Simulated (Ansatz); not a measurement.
Q: Each is relaxed and computed with PBE (plane waves, PAW; program Ansatz). Which is the only metal?
A) GaP, NiAs type
B) ZnS, NiAs type
C) AlP, P6_222 (Al on 3d, P on 3c)
D) GaN, Pm-3n (Ga on 6c, N on 6d)

A: A, GaP, NiAs type. GaP: metal; GaN: gap 1.50 eV (direct); AlP: gap 0.95 eV (indirect); ZnS: gap 0.40 eV (indirect). Constructed cells (a structure type filled with these elements, in neither database checked): GaP, NiAs type; AlP, P6_222 (Al on 3d, P on 3c); ZnS, NiAs type. Typed or built starts, not in the databases checked: GaN, Pm-3n (Ga on 6c, N on 6d). Not the usual ambient phase: GaP, NiAs type; GaN, Pm-3n (Ga on 6c, N on 6d); AlP, P6_222 (Al on 3d, P on 3c); ZnS, NiAs type. All cells were relaxed under the symmetry of their starts (and spin orders); stability against distortions was not tested throughout. Scalar-relativistic: spin–orbit coupling is off unless named, which matters more the heavier the elements.

Potentials: the later of the program's two PAW sets.
